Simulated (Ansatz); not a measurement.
## TiSn2O6 (Cm) at 3 levels of theory

One geometry, relaxed with PBE; plane waves with PAW potentials in Ansatz, scalar-relativistic. No spin polarisation. Gaps are the least over mesh and band path; pressure is positive in compression.

```cif
data_structure
_symmetry_space_group_name_H-M 'Cm'
_symmetry_Int_Tables_number 8
_cell_length_a 14.8462
_cell_length_b 3.1469
_cell_length_c 4.9348
_cell_angle_alpha 90.000
_cell_angle_beta 92.053
_cell_angle_gamma 90.000
_cell_volume 230.40
loop_
_atom_site_label
_atom_site_type_symbol
_atom_site_symmetry_multiplicity
_atom_site_Wyckoff_symbol
_atom_site_fract_x
_atom_site_fract_y
_atom_site_fract_z
_atom_site_occupancy
Ti1 Ti 2 a 0.34335 0.00000 0.97434 1
Sn1 Sn 2 a 0.15775 0.50000 0.01986 1
Sn2 Sn 2 a 0.49547 0.50000 0.49716 1
O1 O 2 a 0.43300 0.00000 0.69522 1
O2 O 2 a 0.28307 0.50000 0.80793 1
O3 O 2 a 0.09617 0.00000 0.80966 1
O4 O 2 a 0.39945 0.50000 0.18328 1
O5 O 2 a 0.22932 0.00000 0.19356 1
O6 O 2 a 0.06241 0.50000 0.31899 1
```

```
 level  cutoff (eV)   k mesh  gap (eV)  pressure (GPa)
   PBE          420  10×10×6      1.87             0.0
r2SCAN          500  10×10×6      2.38            -6.4
PBEsol          420  10×10×6      1.80            -5.5
```

The structure comes from a generated guess; another structure or a mixture of phases may lie lower.
